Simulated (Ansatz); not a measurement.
MoPd in space group Cmcm (No. 63; Mo on 4c, Pd on 4c) under volume change, the program Ansatz at the PBE level (PAW), shape and atoms relaxed at each volume.

```json
[
 {"V (Å³/atom)": "13.980", "E − E(relaxed) (meV/atom)": "105.3", "P (GPa)": "26.76"},
 {"V (Å³/atom)": "14.441", "E − E(relaxed) (meV/atom)": "___", "P (GPa)": "___"},
 {"V (Å³/atom)": "14.902", "E − E(relaxed) (meV/atom)": "10.3", "P (GPa)": "7.40"},
 {"V (Å³/atom)": "15.363", "E − E(relaxed) (meV/atom)": "0.0", "P (GPa)": "0.00"},
 {"V (Å³/atom)": "15.824", "E − E(relaxed) (meV/atom)": "9.2", "P (GPa)": "-6.18"},
 {"V (Å³/atom)": "16.285", "E − E(relaxed) (meV/atom)": "___", "P (GPa)": "___"}
]
```

Task: Fill in the missing entries.

Result: 
- 16.285, E − E(relaxed) (meV/atom): 34.5
- 16.285, P (GPa): -11.30
- 14.441, E − E(relaxed) (meV/atom): 43.9
- 14.441, P (GPa): 16.23

Task: What does a third-order Birch–Murnaghan fit give for V₀, B₀ and B′?

Result: V₀ = 15.36 Å³/atom, B₀ = 225 GPa, B′ = 4.9.

The start of the workflow was typed in or built on a structure type; neither database checked (COD, Materials Project) lists it. Whether it is the stable phase at ambient conditions was not checked. The cell was relaxed with PBE under the symmetry of its start; whether a distortion lowers the energy is not shown. No spin polarisation was allowed.

Potentials: the later of the program's two PAW sets.
